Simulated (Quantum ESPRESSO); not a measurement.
SiP2C2N2 (made-up cell, one site empty) (calculated)

Calculation on a made-up crystal cell, not a measurement: periodic Kohn-Sham density functional theory in plane waves with PseudoDojo standard norm-conserving scalar-relativistic pseudopotentials, each functional with its own files (v0.5 for PBE, v0.4.1 for LDA and PBEsol), no spin polarisation, no spin-orbit coupling, atoms not relaxed, stress positive in tension, energies less a fixed whole-eV offset for each atom's element; levels are Kohn-Sham levels at fractions of this cell's reciprocal vectors, counted from the reference band (half the neutral cell's valence electrons, rounded up) at Gamma; error bars cover cutoff and k-mesh only, not smearing or the files; each bar is the largest change over components, and at least 0.002 eV, 0.002 eV per angstrom or 0.02 GPa; added strain carries the atoms with the cell, and shear is the tensor component; energies are for the whole cell, and the offsets were chosen from early runs and are not element reference energies. Program: Quantum ESPRESSO 7.5.

```json
{"formula": "SiP2C2N2", "kind": "made-up cell, one site empty", "structure": {"cell_angstrom": [[3.0753, -0.0317, -0.0072], [-0.0549, 5.2244, 0.0458], [-0.0118, 0.0432, 4.8967]], "atoms_fractional": [["P", 0.00552, 0.01248, 0.00865], ["P", 0.47624, 0.17395, 0.50241], ["Si", 0.02345, 0.65267, 0.50775], ["N", 0.00522, -0.00592, 0.3708], ["C", 0.5048, 0.50411, 0.37628], ["N", 0.49771, 0.16023, 0.88138], ["C", -0.00725, 0.66676, 0.88047]]}, "given": {"lattice_type": "wurtzite", "empty_site": 2, "functional": "pbe", "cutoff [eV]": 1143, "fermi_dirac_smearing [eV]": 0.1, "scf_tolerance [eV]": 1e-07, "electrons_removed": 0, "k_mesh": "8 x 6 x 6, shifted by half a step", "atom_site": [1, 3, 4, 5, 6, 7, 8], "atom_energy_offset [eV]": [-189, -189, -115, -283, -163, -283, -163]}, "results": {"stress_xz [GPa]": null, "stress_xy [GPa]": null, "fermi_level [eV]": null}}
```

To be estimated
1. SiP2C2N2 (made-up cell, one site empty): stress xz?
2. SiP2C2N2 (made-up cell, one site empty): stress xy?
3. Give the missing fermi level for SiP2C2N2 (made-up cell, one site empty).

Answers
1. 1.643 GPa
2. 2.917 GPa
3. 0.9571 eV

Further results for SiP2C2N2 (made-up cell, one site empty):

- free energy less offsets: 7.646 eV
- scf iterations: 14
- smearing term minus ts: -0.09041 eV
- pressure: -4.911 GPa
- stress xx: -2.615 GPa
- stress yy: 15.43 GPa
- stress zz: 1.915 GPa
- stress yz: 2.726 GPa
- reference band: 16
- error bar energy: 0.002 eV
- error bar stress: 0.1383 GPa
- error bar force: 0.01932 eV/Å
- error bar next band up: 0.002354 eV
- error bar fermi level: 0.002411 eV
- error bars from: tighter rerun of a related cell

Forces:
```
site  x (eV/Å)  y (eV/Å)  z (eV/Å)
   1    0.1075    -3.462    -3.027
   3   -0.1197      3.02    0.1628
   4   -0.9593    -1.058    0.5239
   5    0.6061    0.9973   -0.2098
   6     0.485    -2.564    0.9059
   7   -0.2685   -0.4858    0.3477
   8    0.1489     3.553     1.296
```

Levels:
```
level k point  next band up (eV)
        Gamma              0.755
(1/2,1/2,1/2)              1.187
   (0.15,0,0)              1.235
   (0,0.15,0)             0.9499
   (0,0,0.15)              1.118
```
